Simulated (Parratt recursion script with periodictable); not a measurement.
How fast does roughness lower the EUV peak of a Si/Mo multilayer on Si?

| layer, from the top | thickness (Å) | density (g/cm³) | rms roughness of its top face (Å) | δ at 13.5 nm | β at 13.5 nm |
|---|---|---|---|---|---|
| Si (in each period) | 50.8 | 2.313 | varied | 9.927 × 10⁻⁴ | 0.001813 |
| Mo (in each period) | 21.8 | 10.026 | varied | 0.07476 | 0.006314 |
| Si (substrate) | – | 2.313 | 5 | 9.927 × 10⁻⁴ | 0.001813 |

The refractive index is n = 1 − δ + iβ; the runs take δ and β at each wavelength of the scan. Vacuum lies above.

Densities are inputs, not measurements. They were set from computed cells of the Materials Project: Si from entry mp-149 (Fd-3m, 2.313 g/cm³); Mo from entry mp-129 (Im-3m, 10.026 g/cm³). A layer's crystal structure does not enter its constants, only its composition and density.

Calculation: EUV and soft X-ray reflectivity, Parratt recursion, Névot-Croce roughness, Henke tables; Parratt recursion script with periodictable 1.7.1.

Light falls at α = 15° from the surface normal. It is s-polarised. The wavelength is scanned from 12.42 to 14.58 nm in 161 evenly spaced points, without smoothing. The peak is the highest scan point; its wavelength and height come from a parabola through R at that point and its two neighbours.

The pair is repeated 30 times. The runs differ only in σ, the roughness on top of both layers of each period; the substrate's stays as listed.

| σ (Å) | peak λ (nm) | peak R (%) |
|---|---|---|
| 3 | 13.727 | 66.3 |
| 5 | 13.719 | 63.8 |
| 6 | 13.714 | ? |

Q: Estimate the peak reflectivity at σ = 6 Å from a line of ln R against σ², and compare with the factor exp[−(2πσ/D)²] for one weak reflection.

A: With R₀ = 66.3 % of the first row, ln(R/R₀) is 0.0000 at σ² = 9, −0.0384 at σ² = 25 Å². The line through them has slope −0.00240 Å⁻² and intercept 0.0216, which gives 62.1 % at σ² = 36 Å². For D = 72.6 Å, (2π/D)² = 0.00749 Å⁻², and that slope from the first row gives 54.2 %.

The run gave 62.1 %, so the line misses by 0.0 points. The fitted slope is 0.32 of (2π/D)² in size.
